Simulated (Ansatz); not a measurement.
How much do the gradients of Ba₆LiNb₂IrCl₂O₁₂ depend on the method?

Cell: a computed structure from the Materials Project (it need not be an observed phase), taken as it stands.

```cif
data_Ba6LiNb2IrCl2O12
_symmetry_space_group_name_H-M 'Cm'
_symmetry_Int_Tables_number 8
_cell_length_a 10.8807
_cell_length_b 5.8459
_cell_length_c 15.2538
_cell_angle_alpha 90.000
_cell_angle_beta 92.972
_cell_angle_gamma 90.000
loop_
_atom_site_label
_atom_site_type_symbol
_atom_site_symmetry_multiplicity
_atom_site_Wyckoff_symbol
_atom_site_fract_x
_atom_site_fract_y
_atom_site_fract_z
Ba1 Ba 2 a 0.6729 0.0000 0.3688
Ba2 Ba 2 a 0.6700 0.0000 0.7874
Ba3 Ba 2 a 0.3187 0.0000 0.6375
Ba4 Ba 2 a 0.3590 0.0000 0.9194
Ba5 Ba 2 a 0.7013 0.0000 0.0393
Ba6 Ba 2 a 0.2943 0.0000 0.2162
Li Li 2 a 0.5342 0.0000 0.1707
Nb8 Nb 2 a 0.0020 0.0000 0.8146
Nb9 Nb 2 a 0.9865 0.0000 0.1846
Ir Ir 2 a 0.0023 0.0000 0.0026
Cl11 Cl 2 a 0.3260 0.0000 0.4247
Cl12 Cl 2 a 0.6690 0.0000 0.5794
O13 O 4 b 0.5748 0.2658 0.9161
O14 O 4 b 0.4178 0.2512 0.7574
O15 O 4 b 0.5751 0.2541 0.2482
O17 O 2 a 0.1552 0.0000 0.7576
O18 O 4 b 0.4308 0.7463 0.0898
O19 O 2 a 0.8330 0.0000 0.2399
O21 O 2 a 0.1506 0.0000 0.0892
O24 O 2 a 0.8494 0.0000 0.9104
```

One atom of each set is listed; the run and its k-mesh use a cell of 24 atoms with edges of 6.18, 6.18, 15.25 Å.

First run. Computed with Ansatz: DFT, PBE, plane waves and PAW, scalar-relativistic, 420 eV cutoff, Γ-centred 5×5×2 k-points, Fermi–Dirac smearing 0.02 eV.

```json
{"site": "Ba1", "V_zz (10²¹ V/m²)": "-15.93", "η": "0.32"}
{"site": "Ba2", "V_zz (10²¹ V/m²)": "-1.31", "η": "0.77"}
{"site": "Ba3", "V_zz (10²¹ V/m²)": "-15.34", "η": "0.23"}
{"site": "Ba4", "V_zz (10²¹ V/m²)": "-5.12", "η": "0.42"}
{"site": "Ba5", "V_zz (10²¹ V/m²)": "11.30", "η": "0.43"}
{"site": "Ba6", "V_zz (10²¹ V/m²)": "6.83", "η": "0.93"}
{"site": "Li", "V_zz (10²¹ V/m²)": "0.67", "η": "0.07"}
{"site": "Nb8", "V_zz (10²¹ V/m²)": "5.92", "η": "0.09"}
{"site": "Nb9", "V_zz (10²¹ V/m²)": "6.19", "η": "0.18"}
{"site": "Ir", "V_zz (10²¹ V/m²)": "12.72", "η": "0.88"}
{"site": "Cl11", "V_zz (10²¹ V/m²)": "-0.71", "η": "0.03"}
{"site": "Cl12", "V_zz (10²¹ V/m²)": "-0.76", "η": "0.54"}
{"site": "O17", "V_zz (10²¹ V/m²)": "1.50", "η": "0.85"}
{"site": "O24", "V_zz (10²¹ V/m²)": "6.90", "η": "0.43"}
```

Second run. The same atoms and settings, except that the functional is r2SCAN and the cutoff is 500 eV.

Q: Given the first result, estimate the second.

A: 

| site | V_zz | η | change of V_zz |
| --- | --- | --- | --- |
| Ba1 | -16.64 | 0.32 | -0.71 |
| Ba2 | -1.71 | 0.57 | -0.40 |
| Ba3 | -15.96 | 0.23 | -0.62 |
| Ba4 | -5.43 | 0.39 | -0.31 |
| Ba5 | 11.36 | 0.45 | +0.06 |
| Ba6 | -7.02 | 0.94 | – |
| Li | 0.67 | 0.07 | 0.00 |
| Nb8 | 5.96 | 0.09 | +0.04 |
| Nb9 | 6.57 | 0.20 | +0.38 |
| Ir | -11.59 | 0.88 | – |
| Cl11 | -0.52 | 0.72 | +0.19 |
| Cl12 | -0.37 | 0.39 | +0.39 |
| O17 | 1.33 | 0.91 | -0.17 |
| O24 | 6.86 | 0.44 | -0.04 |

The largest change of V_zz along a kept axis is on Ba1, from -15.93 to -16.64. The whole tensor moves most on Ir, by 2.24 along its most changed direction. In per cent, |V_zz| changes by +1 to +30 on Ba, +1 on Li, +1 to +6 on Nb, -52 to -26 on Cl, -11 to -1 on O (all sites that start above 0.5, bar those whose gradient vanishes or changes sign or whose main axis turns by over 40°). Where |V_zz| stays above 0.1 and the axes keep their order, η moves most on Cl11, from 0.03 to 0.72. On Cl12 V_xx and V_yy change places (or their axes turn by over 50°), so the two values of η hide a larger change. On Ir, Ba6 the largest principal value lies along another axis in the second run, so the two V_zz can't be compared directly. The table leaves out 6 of the 20 sites, with |V_zz| up to 8.56; their tensors move by 0.21 at most along any direction. The statements above cover all sites.

Spin–orbit coupling is left out, which shifts gradients on Ir by a few per cent, and by more where contributions nearly cancel. With these PAW files V_zz is typically within 2 to 3 % of all-electron values, but misses above 10 % occur on Li.
For the first run: The largest force is 0.6 eV/Å, so the atoms aren't at the calculated equilibrium and relaxing them would move these values. A computed database structure should lie near equilibrium, so this entry is doubtful.
For the second run: The largest force is 0.9 eV/Å, so the atoms aren't at the calculated equilibrium and relaxing them would move these values.
